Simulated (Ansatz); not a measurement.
One starting cell of BN (a generated cell, BN built in the 6H structure type) was relaxed twice with Ansatz (plane waves, PAW, scalar-relativistic): with PBEsol at 420 eV and with PBE at 420 eV. The PBEsol result:

```cif
data_B6N6
_chemical_formula_sum 'B6 N6'
_space_group_name_H-M_alt 'P 1'
_space_group_IT_number 1
_cell_length_a 2.54618
_cell_length_b 2.54618
_cell_length_c 12.52737
_cell_angle_alpha 90.000
_cell_angle_beta 90.000
_cell_angle_gamma 120.000
loop_
_space_group_symop_operation_xyz
  'x, y, z'
loop_
_atom_site_label
_atom_site_type_symbol
_atom_site_fract_x
_atom_site_fract_y
_atom_site_fract_z
_atom_site_occupancy
B1 B 0.00000 0.00000 0.00006 1
B2 B 0.00000 0.00000 0.50006 1
B3 B 0.66667 0.33333 0.83267 1
B4 B 0.33333 0.66667 0.33267 1
B5 B 0.66667 0.33333 0.16656 1
B6 B 0.33333 0.66667 0.66656 1
N1 N 0.00000 0.00000 0.87441 1
N2 N 0.00000 0.00000 0.37441 1
N3 N 0.66667 0.33333 0.70808 1
N4 N 0.33333 0.66667 0.20808 1
N5 N 0.66667 0.33333 0.04192 1
N6 N 0.33333 0.66667 0.54192 1
```

| quantity | PBEsol | PBE |
|---|---|---|
| space group | P6₃mc | P6₃mc |
| volume (Å³/atom) | 5.86 | [?] |
| a (Å) | 2.546 | [?] |
| c (Å) | 12.527 | [?] |
| gap (eV, no spin-orbit coupling) | 5.04 | [?] |
| highest phonon at the sampled q (cm⁻¹) | 1261 | [?] |
| softest mode (cm⁻¹) | no imaginary mode | [?] |

Question: Fill in the PBE column.

Answer: 
- volume (Å³/atom), PBE: 5.95
- a (Å), PBE: 2.560
- c (Å), PBE: 12.593
- gap (eV, no spin-orbit coupling), PBE: 5.19
- highest phonon at the sampled q (cm⁻¹), PBE: 1246
- softest mode (cm⁻¹), PBE: no imaginary mode

Both levels end in the same structure; PBE's volume is 1.6 % larger; its gap is 0.15 eV larger. Neither column is exact.

No spin polarisation in the result.

The run could not lose the symmetry of its start; a randomly shaken copy of 12 atoms returns to this structure.

The first start was generated by placing the elements on the sites of a structure type. A measured structure of BN has the same space group, P6₃mc (No. 186); the sites were not compared with it.

Ansatz is a first-principles code.
